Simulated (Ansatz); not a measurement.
Relaxed-ion elastic tensor of Li (fcc (Cu type), Fm-3m) in GPa (Voigt order), PBEsol in the plane-wave PAW code Ansatz; density 0.57 g/cm³, 20.18 Å³ per atom.

```
16.2  12.4  12.4   0.0   0.0   0.0
12.4  16.2  12.4   0.0   0.0   0.0
12.4  12.4  16.2   0.0   0.0   0.0
 0.0   0.0   0.0  10.6   0.0   0.0
 0.0   0.0   0.0   0.0  10.6   0.0
 0.0   0.0   0.0   0.0   0.0  10.6
```

**Question.** Is the crystal mechanically stable?

**Answer.** Yes: the smallest eigenvalue of C is 3.8 GPa.

**Question.** Work out the Voigt, Reuss and Hill averages.

**Answer.** K_V = 13.7, K_R = 13.7, K_H = 13.7; G_V = 7.1, G_R = 3.7, G_H = 5.4 GPa.

**Question.** Give Young's modulus, Poisson's ratio, Pugh's ratio and the universal anisotropy index.

**Answer.** E = 9KG/(3K + G) = 14.3 GPa; ν = 0.33; K/G = 2.53 (ductile by the Pugh limit of 1.75); A_U = 5G_V/G_R + K_V/K_R − 6 = 4.56.

**Question.** Estimate the sound speeds and the Debye temperature.

**Answer.** v_l = √((K + 4G/3)/ρ) = 6050 m/s, v_t = √(G/ρ) = 3080 m/s, mean 3450 m/s; Θ = (h/k)(3n/4πV)^(1/3) v_m = 377 K.

**Question.** Give the Zener ratio and Young's modulus along [100], [110] and [111].

**Answer.** A = 2C44/(C11 − C12) = 5.62; 1/E = S11 − 2(S11 − S12 − S44/2)Γ with Γ = 0, 1/4, 1/3 gives 5.4, 13.2, 25.3 GPa.

**Question.** Solve the Christoffel equation for the three sound speeds along [100], [110], [111].

**Answer.** Eigenvalues of C_ijkl n_j n_l equal ρv². In km/s, slowest first: [100] 4.31, 4.31, 5.32; [110] 1.82, 4.31, 6.60; [111] 2.90, 2.90, 6.98.

The first step of the workflow began from a Materials Project structure, measured or hypothetical; the Crystallography Open Database files this formula in space group No. 225, but the cells were not matched. It is not the phase usual at ambient conditions (space group No. 229). The PBEsol relaxation kept the symmetry of its start; its stability against distortions is not shown here. As this level gives no gap, shear constants depend on the k-mesh and smearing (Fermi–Dirac, 0.1 eV here).

Potentials: the earlier of the program's two PAW sets.
